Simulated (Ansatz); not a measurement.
Method: DFT PBE, scalar-relativistic, plane waves, PAW (Ansatz). All cells share a 420 eV cutoff and Γ-centred k meshes spaced at most about 0.3 Å⁻¹ (2π included). No spin polarisation in the final relaxations.

All energies are static (0 K, no zero-point motion). All come from trial cells, and lower structures may exist.

Problem. Order these relaxed structures of Ce2HfO6 by energy, lowest first, with the energy over the lowest of them.
A.

```xyz
9
Lattice="-1.8846 1.8846 8.0484 1.8846 -1.8846 8.0484 1.8846 1.8846 -8.0484" Properties=species:S:1:pos:R:3 pbc="T T T"
Ce    0.0000    0.0000   10.6877
Ce    0.0000    0.0000    5.4090
Hf    0.0000    0.0000    0.0000
O     1.8846    0.0000    1.2436
O     0.0000    1.8846    4.0242
O     1.8846    0.0000    6.8047
O     1.8846    0.0000    4.0242
O     0.0000    1.8846    6.8047
O     0.0000    1.8846    1.2436
```

B.

```xyz
9
Lattice="3.7946 0.0000 0.0000 -1.8973 3.2862 0.0000 0.0000 0.0000 9.1862" Properties=species:S:1:pos:R:3 pbc="T T T"
Ce    1.8973    1.0954    7.5701
Ce    0.0000    2.1908    1.6162
Hf    0.0000    0.0000    4.5931
O     0.0000    0.0000    6.7375
O     0.0000    2.1908    3.9583
O     1.8973    1.0954    0.8111
O     1.8973    1.0954    5.2279
O     0.0000    0.0000    2.4488
O     0.0000    2.1908    8.3751
```

Solution. B (0 meV/atom), A (16 meV/atom). Forms: B Ce and Hf ordered on fluorite sites, P-3m1; A Ce and Hf ordered on fluorite sites, I4/mmm. Counting O atoms around Ce and Hf (those within 1.25 times the shortest such distance or 1.15 times the sum of covalent radii): B has Ce 8, Hf 8; A has Ce 8, Hf 8.

Spin–orbit coupling, which can matter for Hf, is left out. The 4f shell of Ce is treated without a Hubbard U, which places its levels poorly. Cells relaxed within their symmetry can be saddle points. Some candidate types were left out of the draw beforehand, so a known form may be missing.
